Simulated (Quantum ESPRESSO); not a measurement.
# Where does Ge sit best among Ga sites?

Calculated results; nothing here was measured. They come from pw.x of Quantum ESPRESSO 7.5, a plane-wave density functional program, with PseudoDojo standard norm-conserving files (v0.5 for PBE, v0.4.1 for LDA and PBEsol). The cells are made up: elements, strain and atom displacements were drawn at random, and nothing was relaxed. There is no spin polarisation, spin-orbit coupling or dispersion term.

The cell has 8 sites of a wurtzite lattice (rectangular cell). Sites 1 to 4 hold X X X X; sites 5 to 8 hold N N N N. Cell vectors in Å: (3.249, 0.000, 0.000); (0.000, 5.627, 0.000); (0.000, 0.000, 5.306). Settings: PBE, cutoff 1143 eV, 7 x 6 x 6 k mesh shifted by half a step, Fermi-Dirac smearing of 0.1 eV.

In each run one of the sites marked X holds Ge and the others hold Ga; cell and positions stay the same. E is the free energy of the cell.

| site of the guest | first shell | mean distance (Å) | E above the lowest (eV) | P (GPa) | force on the guest (eV/Å) |
| --- | --- | --- | --- | --- | --- |
| 1 | N4 | 2.053 | 0.164 | 6.37 | 2.744 |
| 2 | N4 | 1.977 | 0.237 | 6.30 | 2.141 |
| 3 | N4 | 1.926 | 0.000 | 5.59 | 1.050 |
| 4 | N4 | 2.026 | 0.241 | 6.77 | 2.899 |

A rerun of one of these cells at 1437 eV and k mesh 9 x 8 x 8 moved values by no more than 0.002 eV in the cell's energy, 0.12 GPa in stress and 0.008 eV/Å in force.

## Reading the table

Site 3 is lowest, by 0.164 eV, over three times the rerun's bound. A straight line of energy against the mean distance has a slope of 1.3 ± 1.1 eV/Å, so these few sites cannot settle whether the distance sets the order. The positions are random and not relaxed, so the differences hold for this frozen cell and are not site preferences of a real crystal.